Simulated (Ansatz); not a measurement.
## Property card for BaTaO3

BaTaO$_{3}$:
```
CELL_PARAMETERS angstrom
      4.06993     0.00000     0.00000
      0.00000     4.06993     0.00000
      0.00000     0.00000     4.06993
ATOMIC_POSITIONS crystal
  Ba 0.00000 0.00000 0.00000
  Ta 0.50000 0.50000 0.50000
  O  0.00000 0.50000 0.50000
  O  0.50000 0.00000 0.50000
  O  0.50000 0.50000 0.00000
```

Space group Pm-3m (No. 221), cubic perovskite; conventional cell a = b = c = 4.0699 Å, α = β = γ = 90.00°.

Method: PBEsol (plane waves, PAW; program Ansatz). Geometry: relaxed at this level of theory. Other levels are named where they apply.

Cell and energy:

* **Volume per atom**: 13.48 Å³
* **Density**: 9.02 g/cm³
* **Formation energy from the elements (no fitted shifts)**: -2.95 eV/atom

Electronic structure:

* **Electronic character**: metallic (no gap)
* **Density of states at the Fermi level**: 0.22 states/eV per atom (mean over ±0.08 eV)
* **Gap with spin–orbit coupling**: none (metallic)

Mechanics:

- Bulk modulus (Birch–Murnaghan fit) = 195 GPa
- Pressure derivative B′ = 4.5
- Elastic constants (relaxed ions, GPa) = C11 = 384, C12 = 102, C44 = 75.9
- Mechanical stability = stable (all eigenvalues of C positive)
- Hill bulk and shear moduli = 196 and 97.5 GPa
- Young's modulus = 251 GPa
- Poisson's ratio = 0.29
- Debye temperature from the elastic constants = 459 K

Phonons:

Highest zone-centre frequency: 566 cm⁻¹
Zone-centre stability: no imaginary mode at Γ

The workflow started from a Materials Project entry (that database holds measured and hypothetical structures alike); the Crystallography Open Database copy checked does not list it. Whether it is the stable phase at ambient conditions was not checked. The cell was relaxed with PBEsol under the symmetry of its start. The run is not spin-polarised. With an odd number of electrons in the cell and no spin polarisation, the count alone makes it a metal. As this level gives no gap, shear constants depend on the k-mesh and smearing (Fermi–Dirac, 0.1 eV here). As this level gives no gap, phonon frequencies hold no LO–TO term and depend on the k-mesh and smearing (Fermi–Dirac, 0.1 eV here). The references are the lowest solids computed at this level, not always the standard phases (solids in place of the gases). Spin–orbit coupling is left out wherever it is not named.

Potentials: the later of the program's two PAW sets.
